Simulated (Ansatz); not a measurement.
## Stress against strain in Li

```
CELL_PARAMETERS angstrom
0.00000 2.20200 2.20200
2.20200 0.00000 2.20200
2.20200 2.20200 0.00000
ATOMIC_POSITIONS crystal
Li 0.00000 0.00000 0.00000
```

Conventional cell: a = 4.404 Å, b = 4.404 Å, c = 4.404 Å, α = 90.00°, β = 90.00°, γ = 90.00°. Around Li (atom 1) lie 12 Li at 3.11 Å.

The cell is COD entry 9008473, as deposited and not checked against the literature; nothing was relaxed.

Level of theory: DFT, PBEsol, all-electron LAPW, scalar-relativistic (Ansatz 0.2.0).

Numerical set-up: a Γ-centred 13×13×13 k mesh, Fermi–Dirac smearing of 0.08 eV, basis error target 0.25 meV/atom, no spin polarisation.

The strain is applied along the Cartesian axes of the cell as listed (the other components stay zero). Fractional coordinates are held (clamped ions).

σ is the change of stress from the unstrained cell, which is at -0.67 GPa; tension is positive, so slopes are stress–strain coefficients at that pressure. In a metal the k mesh adds noise.

Only quantities that a quadratic follows smoothly over the whole series are listed; rougher ones are left out.

```tsv
εzz	σzz (GPa)	σxx (GPa)
-0.0300	-0.39	-0.35
-0.0200	-0.25	-0.23
-0.0100	-0.12	-0.11
0.0000	0.00	0.00
0.0200	0.22	0.21
0.0300	0.33	0.31
```

Fit the series and read off the stiffness at zero strain.

Least-squares fits y = p0 + p1 x + p2 x² to the rows give σzz (GPa): p1 = 11.9, p2 = -34; σxx (GPa): p1 = 11, p2 = -23. So C11 = 12 GPa and C12 = 11 GPa, which gives B = (C11 + 2 C12)/3 = 11 GPa.

One run, at εzz = 0.0100, is withheld. Predict its row.

The fits give 0.12, 0.11; the run gave 0.11, 0.11.
